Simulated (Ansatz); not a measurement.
MgS (wurtzite, P6_3mc), LDA in the plane-wave PAW code Ansatz. The conduction-band minimum lies at Γ, with 1 equivalent valley. Second derivatives d²E/dk² of the lowest band at one valley (eV·Å²), along Cartesian directions:

```json
[
 {"direction": "[100]", "d²E/dk²": "30.11"},
 {"direction": "[010]", "d²E/dk²": "30.11"},
 {"direction": "[001]", "d²E/dk²": "31.19"},
 {"direction": "[110]", "d²E/dk²": "30.11"},
 {"direction": "[101]", "d²E/dk²": "30.66"},
 {"direction": "[011]", "d²E/dk²": "30.66"}
]
```

Problem. Find the principal effective masses, the density-of-states mass and the conductivity mass.

Solution. Off-diagonal terms follow from H_xy = H[110] − (H_xx + H_yy)/2, and m*/mₑ = 7.620 eV·Å² over each eigenvalue: 0.24, 0.25, 0.25. One valley's DOS mass (m₁m₂m₃)^(1/3) = 0.25, conductivity mass 3/(Σ 1/mᵢ) = 0.25 mₑ.

Problem. What effective density of states Nc follows at 300 K for parabolic valleys?

Solution. Nc = 2.509e19 × 1 × (0.25)^(3/2) ≈ 3.1e18 cm⁻³.

Problem. With the computed static dielectric constant 6.70 (mean of the diagonal), estimate a hydrogenic donor's binding energy and radius.

Solution. E = 13.606 eV × 0.25/6.70² ≈ 76 meV; a = 0.529 Å × ε/m* ≈ 14 Å. Semilocal masses tend to be too small where the gap is.

The first step of the workflow began from a Materials Project structure, measured or hypothetical; the Crystallography Open Database copy checked does not list it. COD files the formula under space group No. 225, so this cell is another polymorph or a model. Its standing as an ambient phase is unchecked. Symmetry was held in the LDA relaxation; phonons on a q-mesh show no instability.

Potentials: the later of the program's two PAW sets.
